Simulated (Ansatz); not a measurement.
TlBr:
```
CELL_PARAMETERS angstrom
      4.75457     0.00000     0.00000
      0.00000     4.75457     0.00000
      0.00000     0.00000     8.93254
ATOMIC_POSITIONS crystal
  Tl 0.00000 0.50000 0.00000
  Tl 0.50000 0.00000 0.50000
  Br 0.00000 0.00000 0.25000
  Br 0.00000 0.00000 0.75000
```

Relaxed with PBE. Special points in fractions of this cell's reciprocal vectors: Γ (0.000, 0.000, 0.000); X (0.000, 0.500, 0.000); M (0.500, 0.500, 0.000); Z (0.000, 0.000, 0.500); R (0.000, 0.500, 0.500); A (0.500, 0.500, 0.500).

Task: List the band energies nearest the valence-band maximum at these points for DFT-PBE in the program Ansatz with PAW potentials.

Result: In eV from the valence-band maximum; about four levels below and three above (degenerate sets whole), none deeper than 8.9 eV; points with the same levels are listed once.

| k | below | above |
|---|---|---|
| Γ | -1.26 -1.26 -0.83 -0.83 0.00 | 3.06 4.44 4.44 |
| X | -1.12 -1.02 -0.79 -0.65 | 2.57 4.36 4.42 |
| M | -1.65 -1.65 -0.77 -0.37 -0.37 | 2.07 2.89 3.55 |
| Z | -0.94 -0.94 -0.61 -0.61 | 3.79 3.79 4.78 4.78 |
| R | -1.11 -0.83 -0.38 -0.30 | 2.39 3.55 4.76 |
| A | -1.57 -1.57 -0.29 -0.29 | 2.41 2.41 5.02 5.02 |

Space group P4_2/mmc. A made-up cell: these elements were put on the sites of a structure type; neither database checked (COD, Materials Project) lists it. COD files the formula under space group No. 221, so this cell is another polymorph or a model. Whether it is the stable phase at ambient conditions was not checked. The cell was relaxed with PBE under the symmetry of its start; whether a distortion lowers the energy is not shown. Scalar-relativistic: spin–orbit coupling is off unless named, which matters more the heavier the elements.

Potentials: the later of the program's two PAW sets.
